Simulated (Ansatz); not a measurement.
Relaxed-ion elastic tensor of TaP in space group P-6m2 (No. 187; Ta on 1e, P on 1b) in GPa (Voigt order), PBEsol in the plane-wave PAW code Ansatz; density 11.37 g/cm³, 15.48 Å³ per atom.

```tsv
	1	2	3	4	5	6
1	310	124	169	0.0	0.0	0.0
2	124	310	169	0.0	0.0	0.0
3	169	169	446	0.0	0.0	0.0
4	0.0	0.0	0.0	215	0.0	0.0
5	0.0	0.0	0.0	0.0	215	0.0
6	0.0	0.0	0.0	0.0	0.0	93.0
```

**Question.** Is the crystal mechanically stable?

**Answer.** Yes: the smallest eigenvalue of C is 93.0 GPa.

**Question.** Work out the Voigt, Reuss and Hill averages.

**Answer.** K_V = 221, K_R = 210, K_H = 216; G_V = 145, G_R = 123, G_H = 134 GPa.

**Question.** Give Young's modulus, Poisson's ratio, Pugh's ratio and the universal anisotropy index.

**Answer.** E = 9KG/(3K + G) = 333 GPa; ν = 0.24; K/G = 1.61 (brittle by the Pugh limit of 1.75); A_U = 5G_V/G_R + K_V/K_R − 6 = 0.92.

**Question.** Estimate the sound speeds and the Debye temperature.

**Answer.** v_l = √((K + 4G/3)/ρ) = 5890 m/s, v_t = √(G/ρ) = 3430 m/s, mean 3810 m/s; Θ = (h/k)(3n/4πV)^(1/3) v_m = 455 K.

**Question.** Solve the Christoffel equation for the three sound speeds along x, y, z.

**Answer.** Eigenvalues of C_ijkl n_j n_l equal ρv². In km/s, slowest first: x 2.86, 4.35, 5.22; y 2.86, 4.35, 5.22; z 4.35, 4.35, 6.27.

**Question.** How much does each axis shrink under pressure?

**Answer.** Linear compressibilities β_i = Σ_j S_ij (j = 1 to 3): x 2.0, y 2.0, z 0.70 per TPa.

The first step of the workflow began from a Materials Project structure, measured or hypothetical; the Crystallography Open Database copy checked does not list it. COD files the formula under space group No. 141. Its standing as an ambient phase is unchecked. Symmetry was held in the PBEsol relaxation; whether a distortion lowers the energy is not shown. The run is not spin-polarised. As this level gives no gap, shear constants depend on the k-mesh and smearing (Fermi–Dirac, 0.1 eV here). Scalar-relativistic: spin–orbit coupling is off unless named, which matters more the heavier the elements.

Potentials: the earlier of the program's two PAW sets. The files were generated under PBE; for other functionals the program regenerates the frozen cores, and for LDA and PBEsol the local potential too.
